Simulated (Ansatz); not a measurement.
Relaxed-ion elastic tensor of CaO (rock salt, space group No. 225) in GPa (Voigt order), plane-wave PAW LDA (Ansatz code); density 3.57 g/cm³, 13.04 Å³ per atom.

```tsv
	1	2	3	4	5	6
1	260	63.0	63.0	0.0	0.0	0.0
2	63.0	260	63.0	0.0	0.0	0.0
3	63.0	63.0	260	0.0	0.0	0.0
4	0.0	0.0	0.0	80.0	0.0	0.0
5	0.0	0.0	0.0	0.0	80.0	0.0
6	0.0	0.0	0.0	0.0	0.0	80.0
```

Question: Is the crystal mechanically stable?

Answer: Yes: the smallest eigenvalue of C is 80.0 GPa.

Question: Work out the Voigt, Reuss and Hill averages.

Answer: K_V = 129, K_R = 129, K_H = 129; G_V = 87.4, G_R = 86.5, G_H = 87.0 GPa.

Question: Give Young's modulus, Poisson's ratio, Pugh's ratio and the universal anisotropy index.

Answer: E = 9KG/(3K + G) = 213 GPa; ν = 0.22; K/G = 1.48 (brittle by the Pugh limit of 1.75); A_U = 5G_V/G_R + K_V/K_R − 6 = 0.05.

Question: Estimate the sound speeds and the Debye temperature.

Answer: v_l = √((K + 4G/3)/ρ) = 8280 m/s, v_t = √(G/ρ) = 4940 m/s, mean 5460 m/s; Θ = (h/k)(3n/4πV)^(1/3) v_m = 691 K.

Question: Give the Zener ratio and Young's modulus along [100], [110] and [111].

Answer: A = 2C44/(C11 − C12) = 0.81; 1/E = S11 − 2(S11 − S12 − S44/2)Γ with Γ = 0, 1/4, 1/3 gives 236, 207, 199 GPa.

Space group Fm-3m (rock salt). The cell was relaxed with LDA under the symmetry of its start; phonons on a q-mesh show no instability.

Potentials: the later of the program's two PAW sets.
